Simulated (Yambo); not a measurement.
G0W0@LDA for NaCaIrH$_{6}$ (space group F-43m, No. 216) in Yambo. Reference settings: 4×4×4 Γ-centred k mesh, bands 6 to 140 and a 7 Ry block in the screening, 140 bands in G with the Bruneval-Gonze terminator, plasmon pole fitted at 27.2 eV. The LDA gap W → X on this mesh is 3.18 eV; G0W0 gaps are taken between the same points.

Gap (W → X) in eV against the number of bands and the screening block, terminator on:

```
bands (W and G)   2 Ry   3 Ry   4 Ry   6 Ry   7 Ry
---------------  -----  -----  -----  -----  -----
37               4.785  4.818  4.815  4.866  4.877
55               4.657  4.699  4.702  4.770  4.783
80               4.638  4.685  4.692  4.770  4.785
109              4.632  4.680  4.690  4.772  4.788
140              4.629  4.679  4.688  4.772  4.787
```

Rough cost of the Yambo step against the reference (shared machines):

```tsv
bands (W and G)	2 Ry	3 Ry	4 Ry	6 Ry	7 Ry
37	1/5	1/5	1/5	1/4	1/4
55	1/3	1/3	1/3	1/3	1/3
80	1/2	1/2	1/2	~1	~1
109	~1	~1	~1	~1	~1
140	~1	~1	~1	~1	1
```

At the largest block the last step in bands moves the gap by -0.001 eV; at the most bands the last step in the block moves it by 0.015 eV.

Without spin-orbit coupling, band edges of such heavy elements can be off by tenths of an eV.

Geometry of the Materials Project entry, not relaxed at this level; primitive cell a = 5.110 Å, b = 5.110 Å, c = 5.110 Å, α = 60.00°, β = 60.00°, γ = 60.00°.

The structure is a Materials Project entry; no match was found in the copy of COD used, and its stability was not checked.
